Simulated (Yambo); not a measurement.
```
Cs2O
1.0
    2.05177     1.18459     6.88972
   -2.05177     1.18459     6.88972
    0.00000    -2.36918     6.88972
O Cs
1 2
Direct
  0.00000   0.00000   0.00000
  0.26039   0.26039   0.26039
  0.73961   0.73961   0.73961
```

Cs2O (space group R-3m, No. 166) under isotropic strain (on all lattice vectors), counted from the cell relaxed with PBEsol, atoms relaxed at each step. PBEsol (Quantum ESPRESSO, PseudoDojo norm-conserving, 84 Ry, scalar-relativistic); G0W0 in Yambo (4×4×4 Γ-centred k mesh, 141 bands and a 7 Ry block in the screening, 141 bands in G with the Bruneval-Gonze terminator, plasmon pole fitted at 27.2 eV).

Unstrained, the direct gap at Γ is 1.55 eV in PBEsol and 2.23 eV in G0W0.

**Question.** How fast does it move with strain?

**Answer.** Between -0.7 % and +1 % the direct gap at Γ has a volume deformation potential dE/dlnV of -4.1 eV in G0W0 and -3.2 eV in PBEsol. (G0W0: 2.314 eV at -0.7 %, 2.103 eV at +1 %; Δ ln V = 3 ln(1.01/0.993) = 0.0509.) Convergence of the GW settings isn't established.
